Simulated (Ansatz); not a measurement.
Consider the following.

GaBi:
```
CELL_PARAMETERS angstrom
      3.38290     0.00000     0.00000
      0.00000     3.38290     0.00000
      0.00000     0.00000     4.68874
ATOMIC_POSITIONS crystal
  Ga 0.50000 0.50000 0.50000
  Bi 0.00000 0.00000 0.00000
```

This is the PBE-relaxed structure.

Question: All from PBE in the plane-wave PAW code Ansatz, unless another level is named. Estimate the density of states at the Fermi level.

Answer: 0.46 states/eV per atom (mean over ±0.08 eV).

Question: What about the formation energy from the elements (no fitted shifts)?

Answer: 0.095 eV/atom.

Space group P4/mmm (L1₀ or tetragonal B2). The cell is a constructed one: a structure type filled with these elements; neither database checked (COD, Materials Project) lists it. Its standing as an ambient phase is unchecked. The cell keeps a stress of up to 0.3 GPa. Symmetry was held in the PBE relaxation; its stability against distortions is not shown here. The references are the lowest solids computed at this level, not always the standard phases. Spin–orbit coupling is left out wherever it is not named.

Potentials: the later of the program's two PAW sets.
